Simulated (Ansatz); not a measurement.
In2Si2O7:
```cif
data_In2O7Si2
_chemical_formula_sum 'In2 Si2 O7'
_space_group_name_H-M_alt 'P 1'
_space_group_IT_number 1
_cell_length_a 5.44959
_cell_length_b 5.44959
_cell_length_c 4.72511
_cell_angle_alpha 82.336
_cell_angle_beta 97.664
_cell_angle_gamma 74.958
loop_
_space_group_symop_operation_xyz
  'x, y, z'
loop_
_atom_site_label
_atom_site_type_symbol
_atom_site_fract_x
_atom_site_fract_y
_atom_site_fract_z
_atom_site_occupancy
In1 In 0.69241 0.69241 0.00000 1
In2 In 0.30759 0.30759 0.00000 1
Si1 Si 0.22172 0.77828 0.40977 1
Si2 Si 0.77828 0.22172 0.59023 1
O1 O 0.60750 0.07892 0.78137 1
O2 O 0.39250 0.92108 0.21863 1
O3 O 0.07892 0.60750 0.21863 1
O4 O 0.92108 0.39250 0.78137 1
O5 O 0.00000 0.00000 0.50000 1
O6 O 0.60786 0.39214 0.28251 1
O7 O 0.39214 0.60786 0.71749 1
```

Relaxed with PBEsol. 

HSE06 on this cell (Ansatz, a program for electronic structure, PAW) gives a gap of 4.70 eV. What does PBEsol give?

2.87 eV.

Cost on shared cores: the PBEsol run (SCF on a 6×6×6 mesh, then bands and DOS) about 2.7 core-minutes (a rough figure), the HSE06 run (SCF on 3×3×4, then a few points) roughly 4 core-minutes; the tasks are unlike.

Space group C2/m. The first step of the workflow began from a Materials Project structure, measured or hypothetical; the Crystallography Open Database files this formula in space group No. 12, but the cells were not matched. Its standing as an ambient phase is unchecked. Symmetry was held in the PBEsol relaxation; its stability against distortions is not shown here. Scalar-relativistic: spin–orbit coupling is off unless named, which matters more the heavier the elements.

Potentials: the later of the program's two PAW sets.

Ansatz is a plane-wave DFT program.
